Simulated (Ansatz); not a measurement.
## Si: energy along a strain

Si, I4/mmm, a = 6.651 Å, c = 3.845 Å (as given, not relaxed at this level: -1.8 GPa, forces to 0.02 eV/Å). This isn't the element's structure at ambient conditions. Ansatz: LDA, PAW, 420 eV, Γ-centred 10×10×10 mesh on 4 atoms, Gaussian smearing 0.03 eV; no spin polarisation. Cell vectors (Å): -3.325 3.325 1.922; 3.325 -3.325 1.922; 3.325 3.325 -1.922. The cell is strained by x per cent times the pattern (1 -1 0 0 0 0) in the order xx yy zz yz xz xy (engineering shears), with fractional coordinates held. y is the free energy over the start, V0 = 21.259 Å³/atom. Symmetry makes y even in x. Points with a strain past 8.5 % were computed too (4) and aren't used here.

```
x (%) y (meV/atom)
-7.50        138.32
 0.00          0.00
 1.87          8.30
 3.75         33.64
 5.62             ?
```

Q: Fit y = c2 x² + c4 x⁴ to the other rows, get the stiffness along the pattern, and predict the missing energy.

A: Least squares on the rows shown. y = 2.3697 x² + 0.0015877 x⁴. The clamped-ion stiffness p·C·p = 2 × 23.70 eV × 160.2 / 21.259 Å³ = 357 GPa (second derivative at the start, which stands under stress). At x = 5.62 the fit asked for gives 76.43 meV/atom. The run gave 76.45 meV/atom, so the fit is 0.02 meV/atom too low, a small miss on the scale of the series. Note that the gap is closed there and open in the run one row up.